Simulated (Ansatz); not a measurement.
BaBiClO$_{2}$:
```
BaBiClO2
1.0
    2.92816    -6.41928     0.00000
    2.92816     6.41928     0.00000
    0.00000     0.00000     5.68604
Ba Bi Cl O
2 2 2 4
Direct
  0.61899   0.38101   0.75000
  0.38101   0.61899   0.25000
  0.92243   0.07757   0.75000
  0.07757   0.92243   0.25000
  0.25381   0.74619   0.75000
  0.74619   0.25381   0.25000
  0.77097   0.77097   0.50000
  0.22903   0.22903   0.50000
  0.22903   0.22903   0.00000
  0.77097   0.77097   0.00000
```

Relaxed with PBEsol.

### Question
Give the Bader charges and basin volumes of the independent atoms, PBEsol (plane waves, PAW; program Ansatz).

### Answer


```
atom  Bader charge (e)  Bader volume (Å³)
----  ----------------  -----------------
Ba1              +1.54               24.6
Bi3              +1.69               22.1
Cl5              -0.80               31.5
O7               -1.22               14.3
```

Space group Cmcm. The first step of the workflow began from a Materials Project structure, measured or hypothetical; the Crystallography Open Database copy checked does not list it. Its standing as an ambient phase is unchecked. The cell was relaxed with PBEsol under the symmetry of its start; whether a distortion lowers the energy is not shown. Spin–orbit coupling is left out wherever it is not named.

Potentials: the later of the program's two PAW sets.
